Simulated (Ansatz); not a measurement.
A relaxed cell of CeO₂ (Fm-3m (No. 225)), relaxed on a k-mesh at least as fine as the one used below. The numbers are results of PBE (plane waves to 420 eV, PAW, scalar-relativistic; Ansatz, a first-principles code), not measurements. Γ-centred k-mesh 6×3×6 on the run's cell (coarser than for final values), Fermi–Dirac smearing 0.05 eV.

```
CeO2
1.0
    0.00000     2.73229     2.73229
    5.46459     0.00000     5.46459
    2.73229     2.73229     0.00000
Ce O
2 4
Direct
  0.00000   0.00000   0.00000
  0.00000   0.50000   0.00000
  0.25000   0.12500   0.25000
  0.25000   0.62500   0.25000
  0.75000   0.37500   0.75000
  0.75000   0.87500   0.75000
```

Every atom was then displaced, and the forces became (eV/Å):

| atom | Fx | Fy | Fz |
|---|---|---|---|
| Ce1 | 0.16 | -1.34 | 0.29 |
| Ce2 | -1.18 | 0.58 | -0.31 |
| O3 | 0.68 | 0.15 | 1.24 |
| O4 | 0.75 | 0.04 | -1.49 |
| O5 | 0.36 | -0.44 | 0.89 |
| O6 | -0.76 | 1.00 | -0.63 |

Task: Which atom was moved farthest relative to the others, and in which direction?

Result: O4, by (-0.12, -0.01, 0.19) Å (0.23 Å, mean shift removed); the next is O3 with 0.16 Å. Its force makes an angle of 174° with its move.

All displacements (Å):

```
atom      ux      uy      uz
----  ------  ------  ------
Ce1   -0.009   0.090   0.020
Ce2    0.040   0.020   0.041
O3    -0.078   0.004  -0.131
O4    -0.164   0.001   0.217
O5    -0.068   0.014  -0.055
O6     0.029  -0.056   0.064
```

Task: Estimate the energy cost of the displacement in the harmonic approximation and compare with the calculation.

Result: For a harmonic well ΔE = −½ Σ F·u = 0.512 eV a cell, or 85 meV/atom. The calculated energy relative to the undisplaced cell is +86 meV/atom, so the harmonic estimate holds well.

No spin polarisation in the result: the starting moments vanished. The d or f electrons are treated with no Hubbard U. The 4f state was not searched, so a lower electronic state may exist.

The run that gave the undisplaced cell could not lose the symmetry of its start; a randomly shaken copy of 6 atoms returns to this structure.
